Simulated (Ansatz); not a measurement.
## Calculated quadrupolar parameters for MgVCrP2O8F2

The cell is a computed structure from the Materials Project (it need not be an observed phase) whose atoms were relaxed with PBE, the cell held.

```cif
data_MgVCrP2O8F2
_symmetry_space_group_name_H-M 'P-1'
_symmetry_Int_Tables_number 2
_cell_length_a 5.1477
_cell_length_b 5.4639
_cell_length_c 7.3937
_cell_angle_alpha 110.880
_cell_angle_beta 108.106
_cell_angle_gamma 91.841
loop_
_atom_site_label
_atom_site_type_symbol
_atom_site_symmetry_multiplicity
_atom_site_Wyckoff_symbol
_atom_site_fract_x
_atom_site_fract_y
_atom_site_fract_z
Mg Mg 1 f 0.5000 0.0000 0.5000
V V 1 a 0.0000 0.0000 0.0000
Cr Cr 1 h 0.5000 0.5000 0.5000
P P 2 i 0.8899 0.6078 0.2480
O6 O 2 i 0.8533 0.7802 0.1204
O7 O 2 i 0.1945 0.6911 0.4110
O8 O 2 i 0.6830 0.6785 0.3697
O9 O 2 i 0.1670 0.6925 0.8756
F F 2 i 0.6474 0.8541 0.7329
```

One atom of each set is listed.

Computed with Ansatz: DFT, r2SCAN, plane waves and PAW, scalar-relativistic, collinear spin, 500 eV cutoff, Γ-centred 5×5×4 k-points, Fermi–Dirac smearing 0.02 eV. Start moments as typed (μB): 2 on each V, 3 on each Cr, none on the rest.

C_Q = eQV_zz/h, which is 24.18 MHz for Q = 1 b and V_zz = 10²¹ V/m²; η = (V_xx − V_yy)/V_zz.

Mg-25: I = 5/2, Q = 199.4 mb; ⁵¹V: I = 7/2, Q = -52.00 mb; Cr-53: I = 3/2, Q = -150.0 mb; ¹⁷O: I = 5/2, Q = -25.58 mb. Quadrupole moments are those of Pyykkö's year-2017 table.

Question: Give the quadrupolar parameters of the distinct sites.

Answer: 

```tsv
site	atoms	first shell	V_xx, V_yy, V_zz (10²¹ V/m²)	η	C_Q (MHz)
Mg	1	4 O at 2.04–2.09 Å, 2 F at 2.09 Å	-0.21, -1.43, 1.64	0.75	7.90
V	1	4 O at 1.97–1.98 Å, 2 F at 2.09 Å	0.007, 3.37, -3.38	1.00	4.25
Cr	1	4 O at 1.98–1.99 Å, 2 F at 2.00 Å	-2.18, -2.93, 5.11	0.15	-18.5
P	2	4 O at 1.53–1.58 Å	0.42, 2.11, -2.54	0.67	–
O6	2	1 P at 1.53 Å, 1 V at 1.98 Å, angle 152°	-4.94, -5.72, 10.66	0.07	-6.59
O7	2	1 P at 1.58 Å, 1 Cr at 1.99 Å, 1 Mg at 2.04 Å	-2.53, -7.81, 10.34	0.51	-6.40
O8	2	1 P at 1.57 Å, 1 Cr at 1.98 Å, 1 Mg at 2.09 Å	-2.43, -8.11, 10.54	0.54	-6.52
O9	2	1 P at 1.53 Å, 1 V at 1.97 Å, angle 144°	-4.65, -5.77, 10.42	0.11	-6.45
F	2	1 Cr at 2.00 Å, 1 Mg at 2.09 Å, 1 V at 2.09 Å	-0.32, -8.69, 9.01	0.93	–
```

At O6 and O9 V_zz points along the shorter of its two bonds, to P (within 8°) in each case. At O7 and O8 V_zz points along its shortest bond, to P (within 10°) in each case.

P, F have no stable isotope with a ground-state quadrupole moment in the table, so no C_Q is given.

At this cell the r2SCAN pressure is -7 GPa, so with r2SCAN the cell would shrink if it were relaxed. The entry's cell may itself be off. The largest force is 0.7 eV/Å, so the atoms aren't at the calculated equilibrium and relaxing them would move these values. The program didn't check the stability of this electronic state in full, so a lower one may lie near. All moments are parallel here, as the start or the cell imposes; many such compounds order antiparallel, where fields and spin densities carried over to other atoms largely cancel. The magnetic order is the one that the run reached from its start moments, not necessarily the measured one. Where η is near 1 the sign of V_zz means little.

The run took 12 min of wall time (12 min of CPU time) and 2.1 GiB at its peak, on 1 thread of Arm Neoverse V1 (aarch64; 8 cores open to the job, memory cap 3.0 GiB, no GPU), a shared host with a load of 0.5 a core.
